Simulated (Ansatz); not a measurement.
MnFeAs in space group P-62m (No. 189; Fe on 3f, As on 2c, As on 1b, Mn on 3g), PBEsol in the plane-wave PAW code Ansatz, all energies at zero smearing, with the estimated change up to a 700 eV cutoff added, with one set of potentials and settings (totals compare only within such a set). Cell of 9 atoms (3 Fe, 3 As, 3 Mn): -39393.893 eV.

| element | reference phase | E (eV/atom) |
|---|---|---|
| Fe | Im-3m, 1 atoms in the cell, spin-polarised | -4448.8520 |
| As | R-3m, 2 atoms in the cell | -4813.0241 |
| Mn | I-43m, 29 atoms in the cell, spin-polarised | -3868.8262 |

Formation energy per atom, worked out: (-39393.893 − 3×(-4448.8520) − 3×(-4813.0241) − 3×(-3868.8262))/9 = -0.198 eV/atom (-19 kJ per mol of atoms), at 0 K, without zero-point energy or fitted corrections.

The workflow started from an entry of the Crystallography Open Database (COD), which files this formula under 2 space groups. Whether it is the stable phase at ambient conditions was not checked. Symmetry was held in the PBEsol relaxation; whether a distortion lowers the energy is not shown. Spin order of the final state: ferromagnetic, chosen from 4 collinear starts compared on coarse meshes (ties went to the first, and starts can fall back to one state), not a proven ground state. The references are the lowest solids computed at this level, not always the standard phases.

Potentials: the later of the program's two PAW sets.
